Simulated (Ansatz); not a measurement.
A generator proposed this cell of CaHfH6.

```
Ca Hf H
1.0
     0.00000    4.33815    4.33815
     4.33815    0.00000    4.33815
     4.33815    4.33815    0.00000
Ca Hf H
1 1 6
Direct
  0.00000 0.00000 0.00000
  0.50000 0.50000 0.50000
  0.74452 0.25548 0.25548
  0.25548 0.74452 0.25548
  0.25548 0.25548 0.74452
  0.25548 0.74452 0.74452
  0.74452 0.25548 0.74452
  0.74452 0.74452 0.25548
```

Method: DFT PBE, scalar-relativistic, plane waves, PAW (Ansatz 0.2.0). Cutoff 420 eV; k points 4×4×4 on the computed 8-atom cell (Γ-centred); Gaussian smearing, width 0.10 eV; no spin polarisation.

Energies over the elements count from the elements' standard structures at the same level (H₂ as a molecule), with no fitted energy shifts.

Q: How far from equilibrium is it?

A: The pressure is -5.2 GPa (it wants to contract), the largest force is 1.20 eV/Å, and the energy is +0.05 eV/atom against the elements. The shortest distance is 2.12 Å.

Q: How much does it gain on relaxing, and where does it end?

A: Relaxing gains about 0.09 eV/atom in 9 ionic steps and ends at −0.044 eV/atom on the finer mesh. The symmetry stays Fm-3m (No. 225). The volume per atom shrinks by 13.0 %, from 20.4 to 17.8 Å³. The shortest distance goes from 2.12 Å (Hf–H) to 1.94 Å (Hf–H). Conventional cell: a = 8.283 Å. Around Ca lie 6 H at 2.20 Å; Hf has 6 H at 1.94 Å; H has 1 Hf at 1.94 Å and 1 Ca at 2.20 Å.

The last run used a 6×6×6 mesh for its 8-atom cell and Gaussian smearing of 0.02 eV. These runs have no spin–orbit coupling, which can matter for Hf. With hydrogen, zero-point motion can shift formation energies by some tens of meV/atom. The relaxation can't lower the symmetry of the start. A structure relaxed within its symmetry needn't be a true minimum.
